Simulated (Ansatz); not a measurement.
SiGe:
```xyz
8
Lattice="3.9189 0.0000 0.0000 -1.9594 3.3939 0.0000 0.0000 0.0000 12.8504" Properties=species:S:1:pos:R:3 pbc="T T T"
Ge     0.0000     0.0000    12.8467
Ge     0.0000     0.0000     6.4215
Ge     1.9594     1.1313     9.6449
Ge     0.0000     2.2626     3.2197
Si     0.0000     0.0000    10.4482
Si     0.0000     0.0000     4.0230
Si     1.9594     1.1313     7.2258
Si     0.0000     2.2626     0.8006
```

Relaxed with HSE06. Special points in fractions of this cell's reciprocal vectors: Γ (0.000, 0.000, 0.000); M (0.500, 0.000, 0.000); K (0.333, 0.333, 0.000); A (0.000, 0.000, 0.500); L (0.500, 0.000, 0.500); H (0.333, 0.333, 0.500).

**Question.** List the band energies nearest the valence-band maximum at these points for the program Ansatz at the HSE06 level (PAW).

**Answer.** In eV from the valence-band maximum; about four levels below and three above (degenerate sets whole), none deeper than 8.9 eV; points with the same levels are listed once.

```tsv
k	below	above
Γ	-0.89 -0.89 -0.13 0.00 0.00	1.29 1.82 2.21
M	-2.60 -2.54 -1.93 -1.53	1.11 1.17 1.35
K	-3.80 -2.92 -2.92 -2.13	2.24 3.02 3.02
A	-0.34 -0.34 -0.34 -0.34	1.46 1.46 2.75 2.75
L	-2.73 -2.73 -1.91 -1.91	1.30 1.30 2.31 2.31
H	-3.03 -3.03 -2.65 -2.65	1.94 1.94 3.71 3.71
```

Space group P6_3mc. The cell is a constructed one: a structure type filled with these elements; the Crystallography Open Database copy checked does not list it. Its standing as an ambient phase is unchecked. The cell was relaxed with HSE06 under the symmetry of its start; its stability against distortions is not shown here. The hybrid was solved on a coarse mesh, the path and, where they were found, the r²SCAN edge points; its band edges are the extreme levels among these. Scalar-relativistic: spin–orbit coupling is off unless named, which matters more the heavier the elements.

Potentials: the later of the program's two PAW sets.
